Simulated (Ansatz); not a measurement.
Molecular dynamics on a 2×2×1 supercell (12 atoms) of SnSe2 (CdI2 type), relaxed with r2SCAN+rVV10. Forces come from PBE in Ansatz 0.2.0: a Langevin thermostat at fixed volume, 450 K, steps of 3 fs. Classical nuclei, no spin polarisation; a few dozen steps show the first response, not equilibrium.

```yaml
crystal:
  lattice:
    - [7.6502986386, 0.0, 0.0]
    - [-3.8251493193, 6.6253529676, 0.0]
    - [0.0, 0.0, 6.2270792392]
  atoms:
    - { symbol: Sn, position: [0.0, 0.0, 0.0] }
    - { symbol: Se, position: [0.1666666667, 0.3333333333, 0.2530782152] }
    - { symbol: Se, position: [0.3333333333, 0.1666666667, 0.7469217848] }
    - { symbol: Sn, position: [0.0, 0.5, 0.0] }
    - { symbol: Se, position: [0.1666666667, 0.8333333333, 0.2530782152] }
    - { symbol: Se, position: [0.3333333333, 0.6666666667, 0.7469217848] }
    - { symbol: Sn, position: [0.5, 0.0, 0.0] }
    - { symbol: Se, position: [0.6666666667, 0.3333333333, 0.2530782152] }
    - { symbol: Se, position: [0.8333333333, 0.1666666667, 0.7469217848] }
    - { symbol: Sn, position: [0.5, 0.5, 0.0] }
    - { symbol: Se, position: [0.6666666667, 0.8333333333, 0.2530782152] }
    - { symbol: Se, position: [0.8333333333, 0.6666666667, 0.7469217848] }
kpoints:
  mp_grid: { grid: [3, 3, 2] }
hamiltonian:
  xc: pbe
scf:
  occupations: { method: fermi_dirac, width: 0.039 }
md:
  ensemble: nvt_langevin
  temperature: 450
  timestep: 3.0
  n_steps: 30
  initial_velocities: maxwell_boltzmann
  seed: 6589
```

Command: `ansatz run input.yaml --threads 4 --pin off --max-ram 3686MiB --backend cpu --events-out ev --progress --plain --runs-dir out`. Wall time 3.4 min on 4 threads of Arm Neoverse V2, with other jobs on the host; peak host memory 1.2 GiB.

| step | t (fs) | T (K) | free energy F from step 0 (meV/atom) | kinetic energy (meV/atom) | largest force (eV/Å) |
| --- | --- | --- | --- | --- | --- |
| 0 | 0 | 412 | 0.0 | 53.3 | 0.25 |
| 1 | 3 | 456 | 0.2 | 59.0 | 0.35 |
| 2 | 6 | 434 | 1.2 | 56.1 | 0.47 |
| 3 | 9 | 473 | 3.1 | 61.1 | 0.58 |
| 4 | 12 | 421 | 5.9 | 54.4 | 0.71 |
| 5 | 15 | 367 | 9.4 | 47.4 | 0.83 |
| 6 | 18 | 327 | 13.3 | 42.3 | 0.96 |
| 7 | 21 | 289 | 17.5 | 37.3 | 1.08 |
| 8 | 24 | 242 | 21.4 | 31.3 | 1.18 |
| 9 | 27 | 250 | 25.1 | 32.4 | 1.25 |
| 10 | 30 | 214 | 28.5 | 27.6 | 1.34 |
| 11 | 33 | 215 | 31.5 | 27.8 | 1.41 |
| 12 | 36 | 222 | 34.0 | 28.7 | 1.46 |
| 13 | 39 | 305 | 35.5 | 39.5 | 1.47 |
| 14 | 42 | 313 | 36.6 | 40.4 | 1.47 |
| 15 | 45 | 334 | 37.5 | 43.2 | 1.46 |
| 16 | 48 | 313 | 38.1 | 40.5 | 1.44 |
| 17 | 51 | 315 | 38.6 | 40.7 | 1.39 |
| 18 | 54 | 321 | 39.1 | 41.4 | 1.33 |
| 19 | 57 | 358 | 39.6 | 46.3 | 1.26 |
| 20 | 60 | 352 | 39.7 | 45.6 | 1.18 |
| 21 | 63 | 469 | 39.6 | 60.7 | 1.16 |
| 22 | 66 | 459 | 39.4 | 59.3 | 1.16 |
| 23 | 69 | 431 | 39.1 | 55.7 | 1.19 |
| 24 | 72 | 464 | 38.8 | 60.0 | 1.21 |
| 25 | 75 | 452 | 39.1 | 58.4 | 1.23 |
| 26 | 78 | 446 | 40.1 | 57.6 | 1.25 |
| 27 | 81 | 445 | 41.5 | 57.6 | 1.27 |
| 28 | 84 | 458 | 43.4 | 59.3 | 1.30 |
| 29 | 87 | 394 | 45.4 | 50.9 | 1.31 |
| 30 | 90 | 393 | 46.9 | 50.9 | 1.30 |

The temperature starts at 412 K, is lowest at step 10 (214 K, 30 fs) and ends at 393 K. The atoms start on their lattice sites with kinetic energy alone, so much of it first passes into potential energy. By the last step the atoms have moved 0.18 Å in the root mean square, the drift of the whole cell taken out, 0.32 Å at most.

Positions (Å) and forces (eV/Å) at step 30:
```
Sn  -0.026  -0.055   0.155    -0.261   0.290  -0.267
Se  -0.018   2.417   1.772    -0.023  -0.728  -0.846
Se   1.844   0.995   4.564     0.118  -0.023   0.108
Sn  -1.995   3.251   0.079     0.651   0.759  -0.836
Se  -1.827   5.642   1.547     0.159  -0.396   0.138
Se   0.201   4.331   4.546    -0.845   0.054  -0.042
Sn   3.902  -0.090  -0.225     0.147   0.104   0.270
Se   3.841   2.149   1.514    -0.408  -0.451   0.427
Se   5.879   1.170   4.549    -0.220  -0.056   0.574
Sn   1.874   3.126  -0.065     0.366   0.668   0.238
Se   1.883   5.420   1.606     0.007   0.268  -0.237
Se   3.795   4.507   4.615     0.309  -0.488   0.471
```
